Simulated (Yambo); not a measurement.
Yambo run on Sr2WZnO6 (space group Fm-3m, No. 225). The wavefunctions are norm-conserving PBEsol (Quantum ESPRESSO, 84 Ry, no spin-orbit coupling) ones on a 2×2×2 mesh (45 occupied bands); a = b = c = 5.707 Å, α = β = γ = 60.00°.

Yambo input:

```
rim_cut
gw0
dyson
el_el_corr
HF_and_locXC
ppa
em1d
RandQpts= 1000000
RandGvec= 1 Ry
EXXRLvcs= 84 Ry
VXCRLvcs= 336 Ry
Chimod= "HARTREE"
% BndsRnXp
 6 | 211 |
%
NGsBlkXp= 6 Ry
% LongDrXp
 1.0 | 1.0 | 1.0 |
%
PPAPntXp= 27.2114 eV
% GbndRnge
 1 | 211 |
%
GTermKind= "BG"
DysSolver= "n"
ExtendOut
% QPkrange
 2 | 2 | 45 | 45 |
 3 | 3 | 45 | 46 |
%
```

k points by index: 2 = L, 3 = X.

Table of the .qp output:

```
#    K-point    Band    Eo [eV]    E [eV]    E-Eo [eV]    Vxc [eV]    Vnlxc [eV]    Sc|Eo [eV]    Sc|E [eV]    dSc/dw|Eo [eV]    Re(Z)    Im(Z)
#
    2    45    0.000000    -0.695543    -0.695543    -23.42755    -29.03735    4.724053    4.914256    -7.439870    0.785291    -0.001273
    3    45    -0.115753    -0.549458    -0.433705    -19.62436    -24.73680    4.553482    4.678739    -7.856565    0.775959    -0.001339
    3    46    2.859660    4.105141    1.245481    -16.92343    -11.42109    -3.971541    -4.256853    -6.232936    0.813630    -0.001289
```
(The two width columns are left out.) Convergence of these settings isn't established.

Geometry of the Materials Project entry, not relaxed at this level.
